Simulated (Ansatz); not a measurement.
Q: Name crystals whose computed values (PBEsol in the plane-wave PAW code Ansatz) fall in these windows: B₀ by P(V) fit (GPa) 160 to 220; highest Γ mode, no LO–TO term (cm⁻¹) 480 to 650.

A: 

| crystal | B₀ by P(V) fit (GPa) | highest Γ mode, no LO–TO term (cm⁻¹) |
|---|---|---|
| Zr2N, anti-rutile | 187 | 549 |
| Mg3ZnO4, P4/mmm (Pearson symbol tP8) | 164 | 597 |
| Nb2SnC, P6_3/mmc (Nb on 4f, Sn on 2d, C on 2a) | 175 | 649 |
| BaIrO3, cubic perovskite | 182 | 563 |
| Mg3ZnO4, Cmmm (Pearson symbol oS16) | 164 | 553 |
Others may fit too.

Standing as an ambient phase not checked: Zr2N, anti-rutile; Mg3ZnO4, P4/mmm (Pearson symbol tP8); Nb2SnC, P6_3/mmc (Nb on 4f, Sn on 2d, C on 2a); BaIrO3, cubic perovskite; Mg3ZnO4, Cmmm (Pearson symbol oS16). Perhaps ordered models of mixed-site phases: Mg3ZnO4, P4/mmm (Pearson symbol tP8); Mg3ZnO4, Cmmm (Pearson symbol oS16). All cells were relaxed under the symmetry of their starts (and spin orders); stability against distortions was not tested throughout. Rows with no word on spin ran without spin polarisation. Spin–orbit coupling is left out wherever it is not named.

Potentials: the later of the program's two PAW sets.
